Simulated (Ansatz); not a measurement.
**Computed properties of V2SiB2**

V₂SiB₂:
```yaml
crystal:
  lattice:
    - [1.48751, -5.20323, 0.00000]
    - [1.48751, 5.20323, 0.00000]
    - [0.00000, 0.00000, 3.09865]
  atoms:
    - { symbol: Si, position: [0.00000, 0.00000, 0.00000] }
    - { symbol: V, position: [0.36243, 0.63757, 0.50000] }
    - { symbol: V, position: [0.63757, 0.36243, 0.50000] }
    - { symbol: B, position: [0.20496, 0.79504, 0.00000] }
    - { symbol: B, position: [0.79504, 0.20496, 0.00000] }
```
The run is spin-polarised; directions of the spins, atom by atom: 0 ↑ ↑ 0 0.

Space group Cmmm (No. 65); conventional cell a = 2.975 Å, b = 10.406 Å, c = 3.099 Å, α = β = γ = 90.00°.

Method: DFT-r²SCAN in the program Ansatz with PAW potentials. The cell and atoms are relaxed at this level. Other levels are named where they apply.

### Cell and energy

* **Volume per atom**: 9.59 Å³
* **Density**: 5.25 g/cm³
* **Formation energy from the elements (no fitted shifts)**: -0.59 eV/atom

### Electronic structure

Electronic character: metallic (no gap)
Density of states at the Fermi level: 0.55 states/eV per atom (mean over ±0.08 eV)

### Magnetism

Magnetic order: ferromagnetic
Net moment: 0.26 μB per atom

The start of the workflow was typed in or built on a structure type; neither database checked (COD, Materials Project) lists it. Whether it is the stable phase at ambient conditions was not checked. Symmetry was held in the r²SCAN relaxation; whether a distortion lowers the energy is not shown. Spin order of the final state: ferromagnetic, the only order run, not a proven ground state. Other orbital occupations within this spin state were not tried. The references are the lowest solids computed at this level, not always the standard phases.

Potentials: the earlier of the program's two PAW sets. The files were generated under PBE; for other functionals the program regenerates the frozen cores, and for LDA and PBEsol the local potential too.
